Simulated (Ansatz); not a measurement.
The relaxed structure here is a generated cell of W: the first start was made by placing the elements on the sites of a structure type, and the end was not matched to a known phase here, so it may be hypothetical. Known forms of W include space group No. 229.

A relaxed cell of W (P6/mmm (No. 191)), relaxed on a k-mesh at least as fine as the one used below. These are PBEsol (plane waves to 420 eV, PAW, scalar-relativistic; Ansatz, an electronic-structure program) values and carry that method's errors. Γ-centred k-mesh 7×7×7 on the run's cell (coarser than for final values), Fermi–Dirac smearing 0.05 eV.

```
W
1.0
    5.24860     0.00000     0.00000
   -2.62430     4.54542     0.00000
    0.00000     0.00000     5.13997
W
6
Direct
  0.50000   0.00000   0.25000
  0.50000   0.00000   0.75000
  0.50000   0.50000   0.25000
  0.50000   0.50000   0.75000
  0.00000   0.50000   0.25000
  0.00000   0.50000   0.75000
```

The atoms are displaced by (Å):

```
atom      ux      uy      uz
----  ------  ------  ------
W1     0.039   0.018   0.032
W2     0.030   0.004  -0.020
W3    -0.031  -0.108  -0.008
W4     0.064  -0.038   0.054
W5    -0.018   0.102   0.060
W6    -0.074  -0.108  -0.079
```

Problem. What forces (eV/Å) and pressure result?

Solution. 
| atom | Fx | Fy | Fz |
|---|---|---|---|
| W1 | 1.13 | -0.23 | -0.78 |
| W2 | -1.00 | -1.78 | 0.79 |
| W3 | -0.80 | 0.23 | 1.14 |
| W4 | -1.16 | 0.76 | -0.87 |
| W5 | -0.31 | 0.58 | -2.32 |
| W6 | 2.13 | 0.44 | 2.05 |

Pressure +2.1 GPa.

Problem. Estimate the energy cost of the displacement in the harmonic approximation and compare with the calculation.

Solution. For a harmonic well ΔE = −½ Σ F·u = 0.320 eV a cell, or 53 meV/atom. The calculated energy relative to the undisplaced cell is +0.04 eV/atom, so the harmonic estimate holds well.

The undisplaced cell is probably no minimum: from this displacement the run went on to Im-3m (No. 229), 1.85 eV/atom below it.

No spin polarisation in the result.
